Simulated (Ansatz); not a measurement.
The cell below belongs to a search over invented structures; it isn't taken from experiment.

Input and command of a plane-wave DFT calculation in Ansatz:

```yaml
crystal:
  lattice:
    - [4.5280000596, 0.0, 0.0]
    - [-2.2640000298, 3.92136308, 0.0]
    - [0.0, 0.0, 4.9107298612]
  atoms:
    - { symbol: Ga, position: [0.0, 0.0, 0.5] }
    - { symbol: P, position: [0.3333333333, 0.6666666667, 0.0] }
    - { symbol: P, position: [0.6666666667, 0.3333333333, 0.0] }
    - { symbol: P, position: [0.3333333333, 0.6666666667, 0.5] }
    - { symbol: P, position: [0.6666666667, 0.3333333333, 0.5] }
basis:
  ecutwfc: 420
kpoints:
  mp_grid: { grid: [12, 12, 8] }
hamiltonian:
  xc: pbe
scf:
  occupations: { method: gaussian, width: 0.1 }
output:
  forces: true
  stress: true
  eigenvalues: true
relax:
  adjacent_minimum: "off"
  f_tol: 0.01
  max_steps: 80
  cell: { stress_tol: 0.05 }
```

```bash
ansatz run input.yaml --threads 1 --pin off --max-ram 2560MiB --backend cpu --events-out ev --progress --plain --runs-dir out
```

Processor: Intel(R) Xeon(R) Processor @ 2.50GHz (Skylake/Cascade Lake), 1 thread, on a host shared with other jobs.

Q: Estimate time, memory and problem size.

A: About 2.3 min, peak memory 0.48 GiB. It solves 22 bands at 95 k points (after reduction by symmetry) with about 1691 plane waves (on the last cell), in 27 SCF iterations over 5 ionic steps.
